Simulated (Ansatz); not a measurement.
## Structures of Ti2W: which is lowest?

Plane-wave DFT in Ansatz with scalar-relativistic PAW potentials, cutoff 420 eV, Γ-centred meshes chosen by cell and gap, Gaussian smearing with energies taken to zero width. Every cell was relaxed (cell and atoms) in a run of its own, within the symmetry of its start. Functional: PBE.

Relaxed structures (starts from databases or built by putting these elements on another compound's sites):
A. I4/mmm, 3 atoms in the computed cell, a = 3.230 Å, c = 9.594 Å; sites (symmetry × multiplicity) Ti 4mm × 4, W 4/mmm × 2; start: built
B. P4/nmm, 6 atoms in the computed cell, a = 3.745 Å, c = 7.459 Å; sites (symmetry × multiplicity) Ti -4m2 × 2 + 4mm × 2, W 4mm × 2; start: built

Question: Rank them by energy. Could pressure change the order?

Answer:
| structure | group | E − E(lowest) (meV/atom) | V (Å³/atom) | gap on mesh (eV) |
| --- | --- | --- | --- | --- |
| A | I4/mmm | 0.0 | 16.69 | 0.00 |
| B | P4/nmm | 328 | 17.44 | 0.00 |

A is lowest, 328 meV/atom under B. The lowest is also the densest of these, so pressure wouldn't bring one of the others in at first order. Other structures may lie lower than all of these, and vibrations aren't counted.

Spin-orbit coupling is left out, which matters for the bands of heavy elements.